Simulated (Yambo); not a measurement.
G0W0@LDA for Au2S (space group Pn-3m, No. 224) in Yambo. Reference settings: 2×2×2 Γ-centred k mesh, bands 17 to 286 and a 8 Ry block in the screening, 286 bands in G with the Bruneval-Gonze terminator, plasmon pole fitted at 27.2 eV. The LDA gap Γ → Γ on this mesh is 2.00 eV; G0W0 gaps are taken between the same points.

```
change from the reference                                  G0W0 gap Γ → Γ (eV)  shift of the valence edge (eV)
---------------------------------------------------------  -------------------  ------------------------------
reference settings                                                        2.69                           -0.42
225 bands in W, 225 bands in G, 6 Ry block                                2.65                           -0.34
165 bands in W, 165 bands in G                                            2.71                           -0.29
225 bands in W, 225 bands in G, 3 Ry block                                2.56                           -0.23
115 bands in W, 115 bands in G, 5 Ry block                                2.65                           -0.09
5 Ry block                                                                 ___                           -0.35
165 bands in W, 165 bands in G, 3 Ry block, no terminator                 2.49                           -0.03
225 bands in W, 225 bands in G                                            2.70                           -0.38
```

Problem. Estimate the withheld gaps from the other rows; the computed values follow.

Solution. 
- 5 Ry block, G0W0 gap Γ → Γ (eV): 2.61

The reference isn't shown to be the converged limit.

Spin-orbit coupling is not included.

Geometry of the Materials Project entry, not relaxed at this level; primitive cell a = b = c = 5.274 Å, α = β = γ = 90.00°.

A shift is the quasiparticle energy of the state minus its LDA energy.
